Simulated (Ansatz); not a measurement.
Space group I-42d (No. 122). a = 3.918 Å, b = 3.918 Å, c = 5.937 Å, α = 90.00°, β = 90.00°, γ = 90.00°
| atom | site | symmetry | x | y | z |
| --- | --- | --- | --- | --- | --- |
| C | 4a | -4.. | 0.0000 | 0.5000 | 0.2500 |
| O | 8d | .2. | 0.7500 | 0.3328 | 0.3750 |

Equation of state of this CO₂ structure (not necessarily the ground state), with shape and atoms relaxed at each volume where symmetry leaves them free. Method: DFT PBEsol, scalar-relativistic, plane waves, PAW (Ansatz).

Plane waves to 420 eV, a k mesh through Γ of 8×8×8 on the computed 6-atom cell and Gaussian smearing (0.02 eV); no spin polarisation.

```csv
V (Å³/atom),E − E(largest V) (meV/atom),P (GPa),gap on mesh (eV)
7.139,2.15,9.90,7.66
7.367,-8.09,4.60,7.66
7.595,-11.25,-0.01,7.65
7.823,-8.29,-4.05,7.62
8.050,0.00,-7.57,7.56
```

Fit a third-order Birch–Murnaghan equation to E(V).

V0 = 7.59 Å³/atom, B0 = 144 GPa, B0' = 3.7.

This form isn't the usual stable structure of the compound.

Cost: 5 runs of about 2.9 core-minutes in all, on Intel Xeon Platinum 8259CL (Skylake/Cascade Lake) (shared hosts).